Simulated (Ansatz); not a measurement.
## WSe₂: field gradients at two levels of theory

Cell: an entry of the Crystallography Open Database (COD), ions relaxed with PBE at fixed cell.

```cif
data_WSe2
_symmetry_space_group_name_H-M 'P6_3/mmc'
_symmetry_Int_Tables_number 194
_cell_length_a 3.2900
_cell_length_b 3.2900
_cell_length_c 12.9700
_cell_angle_alpha 90.000
_cell_angle_beta 90.000
_cell_angle_gamma 120.000
loop_
_atom_site_label
_atom_site_type_symbol
_atom_site_symmetry_multiplicity
_atom_site_Wyckoff_symbol
_atom_site_fract_x
_atom_site_fract_y
_atom_site_fract_z
W W 2 c 0.3333 0.6667 0.2500
Se Se 4 f 0.3333 0.6667 0.6203
```

One atom of each set is listed.

First run. The numbers come from a DFT calculation in Ansatz (PBE, plane waves and PAW, scalar-relativistic, collinear spin, 420 eV cutoff, Γ-centred 15×15×4 k-points, Fermi–Dirac smearing 0.02 eV). Start moments as typed (μB): 2 on each W, none on the rest.

```tsv
site	V_zz (10²¹ V/m²)	η
W	-16.49	0.00
Se	-7.27	0.00
```

Second run. The same atoms and settings, except that the functional is r2SCAN and the cutoff is 500 eV.

Q: What does the second run give?

A: 

| site | V_zz | η | change of V_zz |
| --- | --- | --- | --- |
| W | -16.46 | 0.00 | +0.03 |
| Se | -7.68 | 0.00 | -0.41 |

The largest change of V_zz is on Se, from -7.27 to -7.68. In per cent, |V_zz| changes by 0 on W, +6 on Se (all sites that start above 0.5).

Without spin–orbit coupling the gradients at and beside W can be off by some per cent, at some sites by more. The start moments die out, and the run ends without spin.
For the second run: The largest force is 0.3 eV/Å, so the atoms aren't at the calculated equilibrium and relaxing them would move these values. The program didn't check the stability of this electronic state in full, so a lower one may lie near.
